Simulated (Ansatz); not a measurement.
BeS:
```cif
data_Be3S3
_chemical_formula_sum 'Be3 S3'
_space_group_name_H-M_alt 'P 1'
_space_group_IT_number 1
_cell_length_a 3.42358
_cell_length_b 3.42358
_cell_length_c 7.74641
_cell_angle_alpha 90.000
_cell_angle_beta 90.000
_cell_angle_gamma 120.000
loop_
_space_group_symop_operation_xyz
  'x, y, z'
loop_
_atom_site_label
_atom_site_type_symbol
_atom_site_fract_x
_atom_site_fract_y
_atom_site_fract_z
_atom_site_occupancy
Be1 Be 0.00000 0.50000 0.33333 1
Be2 Be 0.50000 0.50000 0.66667 1
Be3 Be 0.50000 0.00000 0.00000 1
S1 S 0.00000 0.50000 0.83333 1
S2 S 0.50000 0.50000 0.16667 1
S3 S 0.50000 0.00000 0.50000 1
```

Relaxed with PBEsol.

Problem. Give the optical modes at the zone centre with their infrared activity from DFPT, plane-wave PAW PBEsol (Ansatz code).

Solution. Transverse frequencies, without the LO–TO term; a row sums one degenerate level.

```
ω (cm⁻¹)  degeneracy  IR ((D/Å)²/amu)     activity  symmetry
--------  ----------  ---------------  -----------  --------
194                2             1.00           IR        E1
196                1             0.00  IR-inactive        B2
208                1             0.00  IR-inactive        B1
314                1             0.00  IR-inactive        B1
328                2             0.00  IR-inactive        E2
408                2            10.57           IR        E1
493                1            35.12           IR        A2
519                2            60.23           IR        E1
537                1             0.00  IR-inactive        B2
633                2             0.00  IR-inactive        E2
```

Problem. How high does the top mode go among those that the LO–TO term moves?

Solution. 633 cm⁻¹ for q along x, 633 cm⁻¹ for q along y, 608 cm⁻¹ for q along z.

Space group P6_422. The start of the workflow was typed in or built on a structure type; neither database checked (COD, Materials Project) lists it. COD files the formula under space group No. 216, so this cell is another polymorph or a model. Whether it is the stable phase at ambient conditions was not checked. Symmetry was held in the PBEsol relaxation; phonons on a q-mesh show no instability.

Potentials: the later of the program's two PAW sets.
